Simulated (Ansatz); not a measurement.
## Si2WAu2, a known structure type with other elements, at an estimated volume

```
W Au Si
1.0
     0.00000    4.20964    0.00000
     4.20964    0.00000    0.00000
     2.10482    2.10482   -4.86057
W Au Si
1 2 2
Direct
  0.00000 0.00000 0.00000
  0.75000 0.25000 0.50000
  0.25000 0.75000 0.50000
  0.37900 0.37900 0.24200
  0.62100 0.62100 0.75800
```

The numbers come from plane-wave PAW DFT (Ansatz): PBE, no spin polarisation, 420 eV, 9×9×9 Γ-centred k points, fermi-dirac occupations (width 0.1 eV). Nothing was relaxed.

Task: Is it stable against the elements?

Result: 0.84 eV an atom against the elements' usual phases (free molecules for gases, crystals otherwise, with no correction for O₂ or N₂), so at this geometry it isn't bound against them. Relaxing would lower it.

Task: Is the cell too large or too small?

Result: The pressure is -1.0 GPa (compression positive), so with the atoms held at these fractions the cell would first shrink; the forces are large, so a full relaxation may end otherwise. The principal stresses -5.9, 1.5, 1.5 GPa differ, so its shape would change too.

Task: What happens at the Fermi level?

Result: It is a metal, with about 5.2 states/eV a cell as the mean within 0.25 eV of the Fermi level, mostly W d (71 %).

Task: How is the charge shared?

Result: Bader charges in e: Si +0.65, W +0.65, Au -0.97. In the mean Si gives up most and Au takes most.

Origin: a known structure type with other elements, at an estimated volume, so it need not be a known compound. Caveats: atoms or cell far from equilibrium.
